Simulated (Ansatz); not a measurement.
An acoustic mirror alternates quarter-wave layers of high and low impedance; the larger the ratio, the fewer layers.

α-quartz SiO2 serves as the reference. Each row is paired with the reference. Frequency 2 GHz, 3 pairs, polycrystalline averages.

Methods, by column (Ansatz, a plane-wave PAW program): density: r²SCAN, relaxed cell; longitudinal speed: r²SCAN, elastic tensor, Hill average.

Started from generated or typed cells, with no claim that the phase is known: 6H-CdSe. Runs started from generated or typed cells of the structure named: GaN. Whether these are the forms stable at ambient conditions was not checked: ZnS (P6₃mc, hP16). Spin–orbit coupling is left out unless named.

Definitions used: Z = ρ v_l; layer = v_l/4f; ratio = larger Z over smaller Z; isolation ≈ 20 × 3 × log₁₀(ratio), up to a constant set by the substrate.

| crystal | density (g/cm³) | v_l (km/s) | impedance (MRayl) | quarter wave (nm) | impedance ratio | isolation (dB) |
|---|---|---|---|---|---|---|
| 6H-CdSe | 5.51 | 3.61 | 12.93 | 451 | 1.239 | 6 |
| β-Ga2O3 | 5.93 | 6.98 | 41.39 | 873 | 2.584 | 25 |
| α-quartz SiO2, reference | 2.64 | 6.07 | 16.02 | 759 | 1.000 | 0 |
| ZnS (P6₃mc, hP16) | 4.13 | 5.52 | 22.80 | 690 | 1.423 | 9 |
| GaN (zinc blende) | 6.11 | 7.53 | 46.01 | 941 | 2.872 | 27 |

A slip was made in one value of «impedance (MRayl)» and carried on. Locate it and redo the row.

The row of 6H-CdSe shows 12.93. From its own inputs, Z = 5.51 × 3.61 = 19.89 MRayl. Carried on: impedance ratio: larger of 19.89/16.02 and its inverse = 1.242. The other rows agree with the rules.

With the correction: Ranking by impedance ratio, highest first: GaN (2.872 ± 0.091), β-Ga2O3 (2.584 ± 0.082), ZnS (P6₃mc, hP16) (1.423 ± 0.045), 6H-CdSe (1.242 ± 0.039). The ± follows from allowances picked for this note (density 1 %, longitudinal speed 3 %), carried to first order and added in quadrature, each row's own inputs moving alone; ≈ joins neighbours closer than their two ± added in quadrature.

Sputtered films are textured or amorphous and softer than these crystals; shear waves need a mirror of their own. Where several phases of a formula are at hand, those over 0.1 eV/atom above the lowest were not drawn (by r²SCAN where it compared them, else by the largest value; a layered or molecular lowest phase counts only with a dispersion term); other phases could lie lower still. Rows are a sample by related chemistry or structure, familiar materials first, kept where one row at least reaches a ratio of 2.5. Limits of the draw: impedance over 8 MRayl; for moduli and speeds, an anisotropy index under 2.5, no layered crystals; no unfamiliar magnets, and cubic perovskites only if shown or known to be stable. As a rule kept out of such tables: 4f compounds, open-shell compounds run without a Hubbard term, cells found unstable in the tests at hand, cells close to a higher symmetry, and runs set to a pressure or over 12 % in volume from the crystal's fullest run.
